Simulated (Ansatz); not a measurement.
Here is the system:

PdSeO4:
Space group C2/c (No. 15); a = 7.785 Å, b = 6.417 Å, c = 7.692 Å, α = 90.00°, β = 98.73°, γ = 90.00°

| atom | site | symmetry | x | y | z |
|---|---|---|---|---|---|
| Pd | 4c | -1 | 0.2500 | 0.2500 | 0.0000 |
| Se | 4e | 2 | 0.0000 | 0.0661 | 0.2500 |
| O | 8f | 1 | 0.3138 | 0.4301 | 0.2110 |
| O | 8f | 1 | 0.0168 | 0.2156 | 0.0735 |
(The calculation used a cell of 12 atoms; values per cell refer to that cell.)

This is the PBEsol-relaxed structure.

Question: All from the program Ansatz at the PBEsol level (PAW), unless another level is named. Give the electron effective mass with spin–orbit coupling.

Answer: 1.1, 2.4, 3.1 mₑ (principal values).

Question: Give the band gap.

Answer: 1.33 eV (indirect).

Question: What about the gap with spin–orbit coupling?

Answer: 1.31 eV.

Question: Next, the smallest direct gap on the standard path?

Answer: 1.49 eV.

Question: Give the hole effective mass.

Answer: 1.7, 2.3, 4.2 mₑ (principal values).

Question: Give the hole effective mass with spin–orbit coupling.

Answer: 1.9, 2.7, 4.3 mₑ (principal values).

The first step of the workflow began from a Materials Project structure, measured or hypothetical; the Crystallography Open Database copy checked does not list it. Its standing as an ambient phase is unchecked. The PBEsol relaxation kept the symmetry of its start; whether a distortion lowers the energy is not shown. The run is not spin-polarised. Spin–orbit coupling is left out wherever it is not named.

Potentials: the later of the program's two PAW sets.
